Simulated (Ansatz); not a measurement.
Moments of MoS against volume

Computed with DFT PBE+U, scalar-relativistic, plane waves, PAW (Ansatz).

```
Mo S
1.0
     3.11412    0.00000    0.00000
     0.00000    3.11412    0.00000
     0.00000    0.00000    3.11412
Mo S
1 1
Cartesian
  0.0000 0.0000 0.0000
  1.5571 1.5571 1.5571
```

```
plane-wave cutoff                                : 420 eV
Γ-centred k-mesh                                 : 14×14×14
occupation rule                                  : Gaussian smearing, 0.1 eV
U_eff on Löwdin-orthogonalised atomic d orbitals : Mo 4.38 eV
list of starting moments (μB, in atom order)     : 2 0
check for lower electronic states after the SCF  : on
```

The cell is scaled evenly at fixed fractional positions, V₀ being the volume of the cell shown; start: ferromagnetic. The states are those that the runs reached from these starts; a lower one can exist. Energies are extrapolated to zero smearing.

Site moments are spin moments in atom-centred spheres that scale with the neighbour distance.

```tsv
V/V₀	E above lowest (meV/atom)	P (GPa)	cell moment (μB)	site moments (μB)
0.860	425.9	24.7	1.28	Mo +1.10, S -0.14
0.920	324.9	12.6	1.66	Mo +1.45, S -0.17
0.960	289.3	6.1	1.81	Mo +1.61, S -0.19
1.000	278.0	0.0	1.86	Mo +1.69, S -0.23
1.100	100.3	18.3	3.99	Mo +3.31, S -0.18
1.180	0.0	8.8	4.00	Mo +3.42, S -0.24
```

Cost: 6 runs of about 3.2 core-minutes in all, on AMD EPYC 7R43 (Zen 3) (shared hosts).